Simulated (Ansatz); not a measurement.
**Run record: phonons of HgTe (F-43m)**

Computed with LDA, PAW on Ansatz 0.2.0's default frozen-core files (fitted under PBE), scalar-relativistic; not a measurement.

The cell is the relaxed one with its volume scaled by 0.98.

Command:

```sh
ansatz run input.yaml --threads 2 --pin off --max-ram 5120MiB --backend cpu --events-out ev --progress --plain --runs-dir out
```

Input:

```yaml
crystal:
  lattice:
    - [0.0, 3.19592050963, 3.19592050963]
    - [3.19592050963, 0.0, 3.19592050963]
    - [3.19592050963, 3.19592050963, 0.0]
  atoms:
    - { symbol: Hg, position: [0.0, 0.0, 0.0] }
    - { symbol: Te, position: [0.75, 0.75, 0.75] }
kpoints:
  mp_grid: { grid: [10, 10, 10] }
scf:
  occupations: { method: fermi_dirac, width: 0.1 }
hamiltonian:
  xc: lda
  pseudopotentials: { kind: paw }
phonons:
  qmesh: [2, 2, 2]
  qpath:
    path:
      - [0.0, 0.0, 0.0]
      - [-0.5, -0.5, 0.0]
      - [-0.375, -0.375, 0.25]
      - [-0.375, 0.0, 0.375]
      - [0.0, 0.0, 0.0]
      - [0.0, 0.0, 0.5]
      - [-0.5, -0.25, 0.25]
      - [-0.5, -0.5, 0.0]
    npoints: 6
  temperatures: { t_min: 0, t_max: 1000, t_step: 100 }
```

Output (shortened where marked):

```
Warning: phonons: the dynamical matrix that this run interpolates holds no multipole term above the dipole-dipole one, and a site of this crystal is no centre of inversion, so its interpolated transverse optical and acoustic branches and sound speeds can stay off near Gamma, and the density of states and the thermodynamics with them. What a run solves at a wave vector of phonons.qpoints, Gamma apart, where the deck ...
Warning: RAYON_NUM_THREADS=2 ignored (pool sized by the plan → 2); use --threads N
Engine: ansatz 0.2.0, aarch64-unknown-linux-gnu
Pseudopotentials: kind: paw
Pseudopotential: Hg, paw, valence charge 20, recommended cutoff 420 eV (normal), Hg.paw.azcp
Pseudopotential: Te, paw, valence charge 16, recommended cutoff 420 eV (normal), Te.paw.azcp
Functional definition: SPW92
  exchange = slater_x
  correlation = pw_c
Crystal: 4 atoms, lattice volume = 130.571 Å³
Basis set: ecut = 420 eV, 2541 PW (Γ), FFT grids on a1, a2, −a1+a2+a3
Bands: 42, of which v1, the nominal top of the filled ones, is band 36 counted from 1 (35 counted from 0)
Symmetry: 16 space group operations
k-points: 63 of 500 (time reversal used)
Non-local potential: Hg, projectors of the file, l = 0: 3, l = 1: 2, l = 2: 2, l = 3: 1
Non-local potential: Te, projectors of the file, l = 0: 2, l = 1: 2, l = 2: 2, l = 3: 2
PAW form: soft (Blöchl's): semilocal exchange-correlation on the pseudo side does not see the compensation charge
PAW frozen core: Hg, regenerated for the run's functional, and the local potential with it (the file was generated under x = pbe(κ = 0.804, μ = 0.2195149727645171), c = pbe(β = 0.06672455060314922))
PAW frozen core: Te, regenerated for the run's functional, and the local potential with it (the file was generated under x = pbe(κ = 0.804, μ = 0.2195149727645171), c = pbe(β = 0.06672455060314922))
PAW one-centre angular grid: Hg, 590 points (default); XC on 64 Gauss nodes
PAW one-centre angular grid: Te, 590 points (default); XC on 64 Gauss nodes
[... 105 lines left out ...]
Fermi energy:    9.139742 eV
--- Per-component energies (eV) ---
  E_band       = -1537.220260
  E_kinetic    = 1573.284655
  E_local      = -9488.572086  (includes V_loc(G=0)·N_el)
  E_nonlocal   = -449.133303
  E_hartree    = 4610.449270
  E_xc         = -686.175530
  E_vxc        = -734.527154  (∫ρ·V_xc dr)
  E_paw        = -28330.168533  (= ΣΔE_a)
  E_vpaw       = -1659.171937  (= ΣTr[D̂ρ^β])
  E_aug_tail   = 0.001248  (compensation charges beyond the density's cutoff)
  E_ewald      = -7931.961168
  E_core_change = 2.509508  (= ΣΔE_core)
  E_smearing   = -0.003892  (= −TS)
  E_closure    = 0.000000  (closes the sum)
  Σ components = -40699.769831   (vs F -40699.769831, Δ=0.00e0)
--- Forces (eV/Å), atoms counted from 1 ---
  atom   1  Hg     0.00000000     0.00000000     0.00000000
  atom   2  Te     0.00000000    -0.00000000    -0.00000000
  atom   3  Hg     0.00000000     0.00000000     0.00000000
  atom   4  Te     0.00000000    -0.00000000    -0.00000000
  max |Σ_I F_I| component: 6.51e-17 eV/Å
--- Phonons: 8 displaced members + 2 references (amplitude of the first 0.0025 Å, Σ member SCF iterations 46) ---
  ASR residual: 2.103e-4 → 0.000e0 eV/Å²; symmetrization residual: 3.342e-5 eV/Å²
  largest component of a force at the reference: 3.6e-17 eV/Å
  ASR residual per site (eV/Å²): 2.10e-4 1.61e-5
  Γ frequencies (cm⁻¹): 0.00 0.00 0.00 120.96 120.96 120.96
--- Phonons (by wavevector): 3 wavevectors in 2 supercells ---
  supercell 1 (2 cells, vectors [1, 0, 0], [0, 1, -1], [0, 0, 2] in multiples of the cell's): 4 displaced members by 0.0025 Å; free energy -40699.769831 eV; taken off its force constants: by the sum rule 2.1e-4, by the ...
  symmetry images taken by strict's conditions (phonons.symmetry_images: auto; settled by no image being taken that strict refuses)
  supercell 2 (2 cells, vectors [1, 0, 0], [0, 1, 0], [0, 0, 2] in multiples of the cell's): 4 displaced members by 0.0025 Å; free energy -40699.769831 eV; taken off its force constants: by the sum rule 4.3e-5, by the ...
  symmetry images taken by strict's conditions (phonons.symmetry_images: auto; settled by no image being taken that strict refuses); asymmetry of the core-correction force 1.5e-8 eV/Å at the most on a site, 3.4e-8 eV/Å summed ...
  q = [0.0000, 0.0000, 0.0000] (star 1, supercell 1; hermiticity 6.81e-17, symmetrization 4.85e-6): 0.00 0.00 0.00 120.96 120.96 120.96
  q = [0.0000, 0.0000, -0.5000] (star 4, supercell 2; hermiticity 1.42e-16, symmetrization 7.91e-16): 19.16 19.16 83.74 133.41 133.41 146.12
  q = [0.0000, -0.5000, -0.5000] (star 3, supercell 1; hermiticity 9.80e-17, symmetrization 5.45e-16): 16.46 16.46 95.92 137.32 144.75 144.75
  joined force constants: q→R imaginary residual 4.99e-17
  density of states and harmonic sums: on the 18×18×18 q-mesh, interpolated from the force constants of a 2×2×2 supercell (no non-analytic term)
  largest difference from the sums on the solved wave vectors: F 6.41e-2 eV, S 9.64e-5 and C_V 3.23e-5 eV/K
```

Self-consistency was reached.

### Phonons on the q mesh

Harmonic phonons of a crystal by Kohn-Sham DFT at the given cell, standard atomic masses, acoustic sum rule imposed; negative wavenumbers are unstable modes; one row a degenerate set, branches counted upwards.

```
Unstable phonons : no
```

```csv
point,q a (r.l.u.),q b (r.l.u.),q c (r.l.u.),branch,phonon wavenumber (cm⁻¹),degeneracy
Gamma,0,0,0,4,121,3
L,0.5,0,0,1,19.2,2
L,0.5,0,0,3,83.7,1
L,0.5,0,0,4,133.4,2
L,0.5,0,0,6,146.1,1
X,0.5,0.5,0,1,16.5,2
X,0.5,0.5,0,3,95.9,1
X,0.5,0.5,0,4,137.3,1
X,0.5,0.5,0,5,144.8,2
```

### Zone-centre phonons

Optical zone-centre levels upwards with Mulliken labels, activity, and the element with most of the kinetic energy.

```json
{"Point group": "-43m"}
```

```csv
number,phonon wavenumber (cm⁻¹),label,infrared,raman,lead element
1,121,T2,yes,yes,Te
```

Harmonic thermodynamics:

Sums over wave vectors interpolated from the q mesh.

```
Zero point energy : 16.76 meV/atom
```

```csv
temperature (K),phonon heat capacity (k_B/atom),phonon entropy (k_B/atom),phonon free energy (meV/atom)
100,2.532,3.254,2.32
200,2.867,5.147,-34.65
300,2.939,6.326,-84.4
400,2.965,7.175,-142.7
500,2.978,7.838,-207.5
600,2.984,8.382,-277.5
700,2.988,8.842,-351.8
800,2.991,9.242,-429.7
900,2.993,9.594,-510.9
1000,2.994,9.909,-595
```

Caveats: frozen-core PAW files fitted under PBE, their cores solved anew for the functional of the run; the gap is closed or tiny at this level, so small that the run used smearing; responses move with mesh and smearing; no spin-orbit coupling on heavy atoms; cell scaled away from its relaxed volume; a very soft zone-boundary mode, near an instability or sensitive to the mesh; activity by symmetry alone, a metal screens infrared modes; no LO-TO term in the interpolation; coarse q mesh.

Cost: 3.6 min on 2 threads of Arm Neoverse V2 (shared host), peak memory 0.9 GiB.
